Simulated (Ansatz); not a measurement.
A geometry of Te$_{2}$Mo away from equilibrium: step 2 of the relaxation of a generated cell, Te2Mo built in the AFLOW prototype AB2_hP9_180_d_j (C40, as in CrSi2). Computed with r2SCAN (plane waves to 500 eV, PAW, scalar-relativistic; Ansatz, an electronic-structure program). Γ-centred k-mesh 5×5×3 on the run's cell (coarser than for final values), Fermi–Dirac smearing 0.05 eV. The plane waves were selected for a different cell earlier on the path.

```xyz
9
Lattice="5.8175 0.0000 0.0000 -2.9088 5.0381 0.0000 0.0000 0.0000 8.4592" Properties=species:S:1:pos:R:3 pbc="T T T"
Mo     2.9088     0.0000     0.0000
Mo     1.4544     2.5191     2.8197
Mo    -1.4544     2.5191     5.6395
Te     0.0000     1.6987     0.0000
Te     4.3464     0.8494     2.8197
Te     1.4376     4.1888     5.6395
Te     2.9088     3.3394     0.0000
Te    -1.4376     4.1888     2.8197
Te     1.4711     0.8494     5.6395
```

### Question
What forces act on the atoms (eV/Å)?

### Answer
| atom | Fx | Fy | Fz |
|---|---|---|---|
| Mo1 | 0.00 | 0.00 | 0.00 |
| Mo2 | 0.00 | 0.00 | 0.00 |
| Mo3 | 0.00 | 0.00 | 0.00 |
| Te4 | 0.00 | 0.47 | 0.00 |
| Te5 | -0.41 | 0.24 | 0.00 |
| Te6 | -0.41 | -0.24 | 0.00 |
| Te7 | 0.00 | -0.47 | 0.00 |
| Te8 | 0.41 | -0.24 | 0.00 |
| Te9 | 0.41 | 0.24 | 0.00 |

The path ends in P6₂22 (No. 180) (AFLOW prototype AB2_hP9_180_d_j (C40, as in CrSi2)). The relaxed cell holds bonded Te–Te pairs (2.96 Å). No spin polarisation in the result. A magnetic state may lie lower.

The run could not lose the symmetry of its start: the end is stationary, and may be a saddle point rather than a minimum.

The end of the path is a generated cell of Te2Mo: the first start was made by placing the elements on the sites of a structure type, and the end was not matched to a known phase here, so it may be hypothetical. Known forms of Te2Mo include space group No. 194.
